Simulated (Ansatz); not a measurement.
## Computed properties of Ga4Sb3P (ordering on zincblende)

All numbers come from the plane-wave code Ansatz. Simulation only: spin-unpolarised, and no claim that this is the phase found in nature.

Ga4Sb3P as one 8-atom ordering (Amm2) on the zincblende lattice, relaxed with r2SCAN. Space group Amm2 (No. 38), orthorhombic; conventional cell a = 4.221 Å, b = 8.444 Å, c = 11.932 Å, 26.58 Å³ an atom. P has 4 Ga at 2.43–2.50 Å; Sb has 4 Ga at 2.58–2.68 Å; Sb has 4 Ga at 2.59–2.64 Å; Ga has 2 P at 2.50 Å and 2 Sb at 2.68 Å; Ga has 1 P at 2.43 Å and 3 Sb at 2.63–2.64 Å; Ga has 4 Sb at 2.58–2.59 Å.

```
P Sb Ga
1.0
     4.22100    0.00000    0.00000
     0.00000    4.22215    5.96600
     0.00000   -4.22215    5.96600
P Sb Ga
1 3 4
Direct
  0.00000 0.00014 0.00014
  0.50000 0.00003 0.49944
  0.50000 0.49944 0.00003
  0.00000 0.50142 0.50142
  0.50000 0.88763 0.88763
  0.00000 0.88438 0.35201
  0.00000 0.35201 0.88438
  0.50000 0.37497 0.37497
```

Relaxed lattice by functional, symmetry kept:

| functional | k mesh | a (Å) | b (Å) | c (Å) | volume (Å³/atom) |
| --- | --- | --- | --- | --- | --- |
| PBE | 6×4×4 | 4.274 | 8.549 | 12.075 | 27.58 |
| r2SCAN | 6×4×4 | 4.221 | 8.444 | 11.932 | 26.58 |

On this one geometry the levels give:
```json
{"level": "PBE", "k mesh": "6×4×4", "gap (eV)": "0", "kind": "–", "edges": "–", "least direct gap (eV)": "–"}
{"level": "r2SCAN", "k mesh": "6×4×4", "gap (eV)": "0.03", "kind": "indirect", "edges": "Σ₀–Γ (0.80) → Γ", "least direct gap (eV)": "0.06"}
{"level": "HSE06", "k mesh": "4×2×2", "gap (eV)": "0.15", "kind": "direct", "edges": "Γ", "least direct gap (eV)": "0.15"}
```
All runs use a smearing of 0.02 eV.
Wave cutoffs: 420 eV, 500 eV (r2SCAN).
Points off the special ones are mesh points or PBE's searched band edges, reused at the other levels.

The HSE06 gap is direct at Γ: 0.15 eV. With r2SCAN, at Γ the top three valence levels group as 1+1+1 from the top, spread over 146 meV.

Direct and least gap lie within 0.04 eV at some levels, so the kind of gap isn't settled.

No spin-orbit coupling is included; it can move band edges with weight on the heavy atoms by tenths of an eV.

Gaps or overlaps of about a tenth of an eV are at the limit of these meshes: between the points read a gap can be smaller or closed.

The meshes of the hybrids are coarse, so their gaps aren't converged to the digits shown.

The splittings at Γ are without spin-orbit coupling, which is tenths of an eV in such compounds, regroups them and changes the shifts of the gap.
